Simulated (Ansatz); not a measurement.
CuIr2S4:
```
CELL_PARAMETERS angstrom
      0.00000     4.92718     4.92718
      4.92718     0.00000     4.92718
      4.92718     4.92718     0.00000
ATOMIC_POSITIONS crystal
  Cu 0.25000 0.25000 0.25000
  Cu 0.00000 0.00000 0.00000
  Ir 0.62500 0.62500 0.12500
  Ir 0.62500 0.12500 0.62500
  Ir 0.62500 0.62500 0.62500
  Ir 0.12500 0.62500 0.62500
  S  0.38487 0.84540 0.38487
  S  0.86513 0.86513 0.86513
  S  0.84540 0.38487 0.38487
  S  0.86513 0.86513 0.40460
  S  0.38487 0.38487 0.84540
  S  0.40460 0.86513 0.86513
  S  0.38487 0.38487 0.38487
  S  0.86513 0.40460 0.86513
```

Relaxed with r²SCAN. Special points in fractions of this cell's reciprocal vectors: Γ (0.000, 0.000, 0.000); X (0.500, 0.000, 0.500); U (0.625, 0.250, 0.625); K (0.375, 0.375, 0.750); L (0.500, 0.500, 0.500); W (0.500, 0.250, 0.750).

**Question.** List the band energies nearest the Fermi level at these points for the program Ansatz at the r²SCAN level (PAW).

**Answer.** In eV from the Fermi level; about four levels below and three above (degenerate sets whole), none deeper than 8.9 eV; points with the same levels are listed once.

| k | below | above |
|---|---|---|
| Γ | -1.10 -1.10 -1.10 -0.28 -0.28 -0.28 | 3.38 3.38 3.38 |
| X | -0.27 -0.27 -0.06 -0.06 | 0.24 0.24 1.59 1.59 |
| U | -0.55 -0.28 -0.27 -0.10 | 0.03 0.28 1.73 |
| L | -0.42 -0.42 -0.41 -0.41 -0.40 | 2.51 2.51 2.59 |
| W | -0.58 -0.58 -0.08 -0.08 | 0.19 0.19 1.80 1.80 |

Space group Fd-3m (spinel). The first step of the workflow began from a Materials Project structure, measured or hypothetical; the Crystallography Open Database files this formula in space group No. 227, but the cells were not matched. Its standing as an ambient phase is unchecked. The r²SCAN relaxation kept the symmetry of its start; its stability against distortions is not shown here. The run is not spin-polarised. Scalar-relativistic: spin–orbit coupling is off unless named, which matters more the heavier the elements.

Potentials: the later of the program's two PAW sets.
